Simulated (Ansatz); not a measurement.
CdNi3N (anti-perovskite, Pm-3m) at seven volumes, plane-wave PAW PBEsol (Ansatz code), scaled uniformly. One row is withheld.

```
V (Å³/atom)  P (GPa)
-----------  -------
9.965          24.98
10.293         15.16
10.622             ?
10.950         -0.01
11.279         -5.83
11.607        -10.72
11.936        -14.81
```

Task: Fit the shown pressures and predict the withheld one.

Result: Third-order Birch–Murnaghan: P = (3/2)B₀(x^(7/2) − x^(5/2))[1 + (3/4)(B′ − 4)(x − 1)] with x = (V₀/V)^(2/3). Least squares on the six rows gives V₀ = 10.949 Å³/atom, B₀ = 211.2 GPa, B′ = 4.81. At V = 10.622, x = 1.0204 and P = 6.89 GPa. The run itself gave 6.92 GPa.

The workflow started from an entry of the Crystallography Open Database (COD). Whether it is the stable phase at ambient conditions was not checked. Symmetry was held in the PBEsol relaxation; whether a distortion lowers the energy is not shown. The workflow began spin-polarised and lost its moments.

Potentials: the later of the program's two PAW sets.
